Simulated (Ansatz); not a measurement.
The relaxed structure here is a generated cell of AlCu: the first start was made by placing the elements on the sites of a structure type, and the end was not matched to a known phase here, so it may be hypothetical.

A relaxed cell of AlCu (Fm-3m (No. 225)), relaxed on a k-mesh at least as fine as the one used below. All values below come from PBEsol (plane waves to 420 eV, PAW, scalar-relativistic; Ansatz, a first-principles code). Γ-centred k-mesh 11×11×11 on the run's cell (coarser than for final values), Fermi–Dirac smearing 0.05 eV.

```
CELL_PARAMETERS angstrom
      0.00000     4.98263     4.98263
      2.49131     2.49131     4.98263
      2.49131     2.49131     0.00000
ATOMIC_POSITIONS crystal
  Cu 0.00000 0.00000 0.00000
  Cu 0.50000 0.00000 0.00000
  Al 0.00000 0.50000 0.50000
  Al 0.50000 0.50000 0.50000
```

The atoms are displaced along an unstable phonon of this cell by (Å):

```
atom     ux     uy      uz
----  -----  -----  ------
Cu1   0.000  0.000  -0.102
Cu2   0.000  0.000   0.102
Al3   0.000  0.000  -0.150
Al4   0.000  0.000   0.150
```

What forces (eV/Å) and pressure result?


```
atom    Fx    Fy     Fz
----  ----  ----  -----
Cu1   0.00  0.00  -0.83
Cu2   0.00  0.00   0.83
Al3   0.00  0.00  -0.41
Al4   0.00  0.00   0.41
```

Pressure -1.2 GPa.

Estimate the energy cost of the displacement in the harmonic approximation and compare with the calculation.

For a harmonic well ΔE = −½ Σ F·u = -0.147 eV a cell, or -37 meV/atom. The calculated energy relative to the undisplaced cell is -0.04 eV/atom, so the harmonic estimate holds well.

The undisplaced cell is probably no minimum: from this displacement the run went on to P4/nmm (No. 129), 0.40 eV/atom below it.

No spin polarisation in the result.
